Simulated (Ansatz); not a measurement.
Theory: Ansatz, DFT PBE, scalar-relativistic, plane waves, PAW. Settings: cutoff 420 eV, Γ-centred meshes spaced at most about 0.3 Å⁻¹, and about 0.25 Å⁻¹ or finer for metals (2π included), Gaussian smearing. No spin polarisation in the final relaxations.

All energies are static (0 K, no zero-point motion).

Two forms of Al₃BN₂ were relaxed alike.

1.

```cif
data_structure
_symmetry_space_group_name_H-M 'P6/mmm'
_symmetry_Int_Tables_number 191
_cell_length_a 5.2952
_cell_length_b 5.2952
_cell_length_c 2.6256
_cell_angle_alpha 90.000
_cell_angle_beta 90.000
_cell_angle_gamma 120.000
_cell_volume 63.76
loop_
_atom_site_label
_atom_site_type_symbol
_atom_site_symmetry_multiplicity
_atom_site_Wyckoff_symbol
_atom_site_fract_x
_atom_site_fract_y
_atom_site_fract_z
_atom_site_occupancy
Al1 Al 3 g 0.50000 0.00000 0.50000 1
B1 B 1 a 0.00000 0.00000 0.00000 1
N1 N 2 c 0.33333 0.66667 0.00000 1
```

2.

```cif
data_structure
_symmetry_space_group_name_H-M 'Cmmm'
_symmetry_Int_Tables_number 65
_cell_length_a 5.3049
_cell_length_b 5.3202
_cell_length_c 5.4535
_cell_angle_alpha 90.000
_cell_angle_beta 90.000
_cell_angle_gamma 90.000
_cell_volume 153.92
loop_
_atom_site_label
_atom_site_type_symbol
_atom_site_symmetry_multiplicity
_atom_site_Wyckoff_symbol
_atom_site_fract_x
_atom_site_fract_y
_atom_site_fract_z
_atom_site_occupancy
Al1 Al 2 d 0.00000 0.00000 0.50000 1
Al2 Al 4 g 0.74531 0.00000 0.00000 1
B1 B 2 c 0.50000 0.00000 0.50000 1
N1 N 4 i 0.50000 0.25416 0.00000 1
```

**Question.** Which form is favoured at zero pressure, and by what margin per atom?

**Answer.** Cell 2 is lower, by 34 meV/atom. Cell 1 has space group P6/mmm (No. 191), 10.6 Å³/atom and no gap on its mesh; cell 2 has space group Cmmm (No. 65), 12.8 Å³/atom and no gap. Counting B or N atoms around Al (for each partner element, those within 1.25 times its shortest distance or 1.15 times the sum of covalent radii, where it is the nearest in units of that sum or under 1.3; the shortest distance is added where it is long for a bond; a slash parts the counts of unlike sites), cell 1 has Al 4 and cell 2 has Al 4/4 from 2.7 Å. The lower one is the more open, so pressure narrows the difference. Even the lower one lies +0.19 eV/atom against the reference forms of the elements (uncorrected), so neither is stable at this level. In cell 1, Al has 4 N at 2.01 Å, 6 Al at 2.63–2.65 Å and 4 B at 2.96 Å; B is surrounded by 2 B at 2.63 Å and 12 Al at 2.96 Å (long contacts); N is surrounded by 6 Al at 2.01 Å. In cell 2, Al on a site of symmetry mmm has 4 B at 2.65–2.66 Å, 4 N at 3.02 Å and 4 Al at 3.04 Å; B is surrounded by 4 Al at 2.65–2.66 Å, 4 Al at 3.02 Å and 4 N at 3.04 Å; N is surrounded by 4 Al at 1.88 Å, 4 N at 2.62–2.70 Å, 2 Al at 3.02 Å and 2 B at 3.04 Å; 1 more site not described. Both come from invented guesses. A third cell relaxed alike, in P-3m1, lies 0.79 eV/atom below the lower of the two.

Cells relaxed within their symmetry can be saddle points.
